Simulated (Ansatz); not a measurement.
# DFT+U series on GdCu (Pm-3m)

```yaml
crystal:
  lattice:
    - [3.50200, 0.00000, 0.00000]
    - [0.00000, 3.50200, 0.00000]
    - [0.00000, 0.00000, 3.50200]
  atoms:
    - { symbol: Gd, position: [0.50000, 0.50000, 0.50000] }
    - { symbol: Cu, position: [0.00000, 0.00000, 0.00000] }
```

The source of the geometry is a structure as deposited in COD; atoms and cell stay fixed.

Common settings: LDA, 11×11×11 k mesh, Fermi–Dirac smearing of 0.05 eV. PAW means Ansatz 0.2.0 on its default frozen-core files; LAPW is all-electron LAPW in Ansatz 0.2.0. Site moments are integrated in spheres about the atoms, whose radii differ between the methods. Start moments of the first PAW run (μB): Gd1 7.

U is Dudarev's effective value on Löwdin-orthogonalised free-atom orbitals with fully localised double counting, unless a row says otherwise (a row with U and J takes Liechtenstein's form); the search for lower states is left at its default. Gaps are Kohn–Sham gaps on the k mesh over both spins.

```csv
run,largest site moment PAW (μB),largest site moment LAPW (μB),gap PAW (eV),gap LAPW (eV),Gd f electrons PAW,electrons LAPW,P PAW (GPa),P LAPW (GPa)
no U,6.95,7.00,metal,metal,7.16,7.15,-6.1,-6.1
U = 1 eV on Gd f,7.02,7.08,metal,metal,7.10,7.10,-6.2,-6.2
U = 3 eV on Gd f,7.10,7.16,metal,metal,7.04,7.04,-6.1,-6.1
U = 5 eV on Gd f,7.12,7.19,metal,metal,7.02,7.02,-5.9,-5.9
```

The PAW files were made with PBE; the program remakes their cores once for the run's functional and then keeps them frozen. Spin–orbit coupling is left out although heavy atoms are present. With open f shells a run can end in a state that isn't the lowest. These are results for the start and cell typed. The real compound can order otherwise, in a larger cell, or not at all, since semilocal functionals at zero temperature often overstate magnetism.
